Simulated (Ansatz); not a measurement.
Given:

Ge:
```cif
data_Ge4
_chemical_formula_sum 'Ge4'
_space_group_name_H-M_alt 'P63/mmc'
_space_group_IT_number 194
_space_group_name_Hall '-P 6c 2c'
_cell_length_a 3.95866
_cell_length_b 3.95866
_cell_length_c 6.53178
_cell_angle_alpha 90.000
_cell_angle_beta 90.000
_cell_angle_gamma 120.000
loop_
_atom_site_label
_atom_site_type_symbol
_atom_site_symmetry_multiplicity
_atom_site_Wyckoff_symbol
_atom_site_fract_x
_atom_site_fract_y
_atom_site_fract_z
_atom_site_occupancy
Ge1 Ge 4 f 0.66667 0.33333 0.06287 1
```

This is the LDA-relaxed structure.

All from LDA in the plane-wave PAW code Ansatz, unless another level is named. Estimate the highest zone-centre frequency.

8.72 THz.

Predict the Young's modulus.

121 GPa.

Space group P6_3/mmc. The first step of the workflow began from a Materials Project structure, measured or hypothetical; the Crystallography Open Database copy checked does not list it. It is not the phase usual at ambient conditions (space group No. 227). The cell was relaxed with LDA under the symmetry of its start; of distortions, only those at the zone centre were tested. As this level gives no gap, phonon frequencies hold no LO–TO term and depend on the k-mesh and smearing (Fermi–Dirac, 0.1 eV here).

Potentials: the earlier of the program's two PAW sets.
